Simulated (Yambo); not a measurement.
A G0W0@PBE run in Yambo for PbF2 (fluorite, space group Fm-3m, No. 225) (4×4×4 Γ-centred k mesh, bands 5 to 231 and a 15 Ry block in the screening, 231 bands in G with the Bruneval-Gonze terminator, plasmon pole fitted at 27.2 eV) gives these matrix elements, in eV, at the band edges (W → X):

| state | E0 | <Vxc> | <Σx> | <Σc(E0)> | Z |
|---|---|---|---|---|---|
| valence edge | 0.000 | -20.640 | -25.194 | 2.977 | 0.803 |
| conduction edge | 4.441 | -11.255 | -7.257 | -3.253 | 0.860 |

### Question
Solve the linearised quasiparticle equation for both states, give the gap, and say how exchange and correlation each act on it.

### Answer
E = E0 + Z(Σx + Σc − Vxc). Valence: 0.000 + 0.803 × (-25.194 + (2.977) − (-20.640)) = -1.27 eV. Conduction: 4.441 + 0.860 × (-7.257 + (-3.253) − (-11.255)) = 5.08 eV. The gap is 6.35 eV, against 4.44 eV in PBE. Replacing Vxc by bare exchange alone would open it by 8.55 eV; correlation takes back 6.23 eV of that, and Z scales what is left. Nearest settings tried, and what they do to the gap: 123 bands in G: +22 meV; 123 bands in W, 123 bands in G: +27 meV; 9 Ry block (181 vectors against 339): -87 meV. Not varied: mesh. So the settings aren't converged at that level. Spin-orbit coupling is left out; with 6p states at a band edge it can lower the gap by many tenths of an eV, most of a small gap.

Geometry relaxed with PBEsol; primitive cell a = b = c = 4.1672 Å, α = β = γ = 60.00°.

The potentials are those of PseudoDojo's stringent table.
